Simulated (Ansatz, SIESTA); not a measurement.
This is a calculation of CsLiCr2Te2S3 for Ansatz 0.2.0. Atoms were shifted at random by some hundredths of an Å from the given cell, which wasn't relaxed again for these runs. The cell comes from a database or a generator and needn't be the stable form of this composition.

input.yaml

```yaml
crystal:
  lattice:
    - [3.67471, -0.00018, -0.00146]
    - [0.00068, 6.25849, 0.00267]
    - [0.0997, 0.01509, 18.87835]
  atoms:
    - { symbol: Cs, position: [-0.005109, 0.997314, 0.608307] }
    - { symbol: Cs, position: [0.494889, 0.497247, 0.639412] }
    - { symbol: Li, position: [0.505231, 0.830926, 0.987275] }
    - { symbol: Li, position: [1.002907, 0.335383, 0.984619] }
    - { symbol: Cr, position: [0.990211, -0.003192, 0.132226], spin: 3.0 }
    - { symbol: Cr, position: [0.488456, 0.49935, 0.136569], spin: 3.0 }
    - { symbol: Cr, position: [-0.003122, 0.662631, 0.829555], spin: 3.0 }
    - { symbol: Cr, position: [0.505838, 0.172252, 0.833479], spin: 3.0 }
    - { symbol: Te, position: [0.001272, 0.600048, 0.462275] }
    - { symbol: Te, position: [0.507577, 0.235148, 0.452917] }
    - { symbol: Te, position: [0.496775, 0.838835, 0.23129] }
    - { symbol: Te, position: [0.992044, 0.339742, 0.226075] }
    - { symbol: S, position: [0.992741, 1.003978, 0.901317] }
    - { symbol: S, position: [0.512633, 0.507327, 0.89724] }
    - { symbol: S, position: [0.991204, 0.669777, 0.073588] }
    - { symbol: S, position: [0.498061, 0.162086, 0.070479] }
    - { symbol: S, position: [0.509854, 0.842938, 0.765262] }
    - { symbol: S, position: [0.001841, 0.327102, 0.773266] }
hamiltonian:
  xc: pbe
  pseudopotentials: { kind: paw }
magnetization:
  spin_polarized: true
kpoints:
  mp_grid: { grid: [7, 5, 2] }
scf:
  occupations: { method: fermi_dirac, width: 0.05 }
output:
  forces: true
  stress: true
  eigenvalues: true
```

Potentials or basis: Ansatz PAW.

The run is started by

```console
$ ansatz run input.yaml --threads 8 --pin off --max-ram 20480MiB --backend cpu --events-out ev --progress --plain --runs-dir out
```

**Question.** Translate it to SIESTA 5.4.2. Potentials or basis there: files PseudoDojo sr-pbe-0.4.1-standard, DZP (energy shift 0.003 Ry; two zetas on semicore shells; d shell added on Cs).

**Answer.** As run (cutoffs and basis follow the program's own potentials, and thresholds, step limits or extra output files can differ):

Contents of CsLiCr2Te2S3.fdf:

```
SystemName                      CsLiCr2Te2S3
SystemLabel                     CsLiCr2Te2S3
NumberOfSpecies                 5
NumberOfAtoms                   18
%block ChemicalSpeciesLabel
  1  55 Cs
  2   3 Li
  3  24 Cr
  4  52 Te
  5  16 S
%endblock ChemicalSpeciesLabel

LatticeConstant                 1.0 Ang
%block LatticeVectors
     3.6747100000    -0.0001800000    -0.0014600000
     0.0006800000     6.2584900000     0.0026700000
     0.0997000000     0.0150900000    18.8783500000
%endblock LatticeVectors
AtomicCoordinatesFormat         Fractional
%block AtomicCoordinatesAndAtomicSpecies
    -0.0051090000     0.9973140000     0.6083070000  1  Cs
     0.4948890000     0.4972470000     0.6394120000  1  Cs
     0.5052310000     0.8309260000     0.9872750000  2  Li
     1.0029070000     0.3353830000     0.9846190000  2  Li
     0.9902110000    -0.0031920000     0.1322260000  3  Cr
     0.4884560000     0.4993500000     0.1365690000  3  Cr
    -0.0031220000     0.6626310000     0.8295550000  3  Cr
     0.5058380000     0.1722520000     0.8334790000  3  Cr
     0.0012720000     0.6000480000     0.4622750000  4  Te
     0.5075770000     0.2351480000     0.4529170000  4  Te
     0.4967750000     0.8388350000     0.2312900000  4  Te
     0.9920440000     0.3397420000     0.2260750000  4  Te
     0.9927410000     1.0039780000     0.9013170000  5  S
     0.5126330000     0.5073270000     0.8972400000  5  S
     0.9912040000     0.6697770000     0.0735880000  5  S
     0.4980610000     0.1620860000     0.0704790000  5  S
     0.5098540000     0.8429380000     0.7652620000  5  S
     0.0018410000     0.3271020000     0.7732660000  5  S
%endblock AtomicCoordinatesAndAtomicSpecies

%block kgrid.MonkhorstPack
    7   0   0  0.0
    0   5   0  0.0
    0   0   2  0.0
%endblock kgrid.MonkhorstPack
XC.Functional                   GGA
XC.Authors                      PBE
PAO.BasisSize                   DZP
PAO.EnergyShift                 0.003 Ry
Mesh.Cutoff                     800 Ry
Spin                            polarized
%block DM.InitSpin
    1   0.000
    2   0.000
    3   0.000
    4   0.000
    5   3.000
    6   3.000
    7   3.000
    8   3.000
    9   0.000
   10   0.000
   11   0.000
   12   0.000
   13   0.000
   14   0.000
   15   0.000
   16   0.000
   17   0.000
   18   0.000
%endblock DM.InitSpin
OccupationFunction              FD
ElectronicTemperature           0.05 eV
MaxSCFIterations                200
SCF.MustConverge                false
SCF.Mixer.Method                Pulay
SCF.Mixer.Weight                0.1
SCF.Mixer.History               10
SCF.DM.Tolerance                5.0e-05
SCF.H.Tolerance                 1.0e-03 eV
WriteForces                     true
Charge.Mulliken                 end
%block PAO.PolarizationScheme
  Li non-perturbative
%endblock PAO.PolarizationScheme
%block PAO.Basis
  Cs 5
  n=5 0 2
    4.696 0.000
  n=6 0 2
    9.500 0.000
  n=5 1 2
    5.738 0.000
  n=6 1 1
    9.500
  n=5 2 1
    7.000
  Li 3
  n=1 0 2
    2.782 0.000
  n=2 0 2
    9.500 0.000
  n=2 1 1
    9.500
  Cr 5
  n=3 0 2
    2.885 0.000
  n=4 0 2
    8.703 0.000
  n=3 1 2
    3.267 0.000
  n=4 1 1
    8.703
  n=3 2 2
    6.381 0.000
  Te 4
  n=5 0 2
    5.635 0.000
  n=5 1 2
    7.297 0.000
  n=4 2 2
    3.260 0.000
  n=5 2 1
    7.297
%endblock PAO.Basis
Diag.ParallelOverK              true
```

Potentials or basis: PseudoDojo 0.4 standard (PBE files), converted to PSML, two zetas on semicore shells, DZP (energy shift 0.003 Ry; two zetas on semicore shells; d shell added on Cs).

Launch:

```sh
$ mpirun -n 4 siesta CsLiCr2Te2S3.fdf > CsLiCr2Te2S3.out 2>&1
```

Both were run:

|  | Ansatz | SIESTA |
| --- | --- | --- |
| Pressure | 0.3 GPa | 1.0 GPa |
| Net moment | 11.46 μB per cell | 11.52 μB per cell |
| Energy over the undisturbed cell | 9.0 meV/atom | 10.5 meV/atom |

Ansatz's pressure holds a Pulay term of +0.02 GPa for its cutoff of 420 eV, which the other run lacks.

Where Ansatz's input types no cutoff or centring, it takes its own default and a Γ-centred mesh.

The magnetic state is the one that the start led to; the real crystal's order can differ.

Pressure is positive in compression.
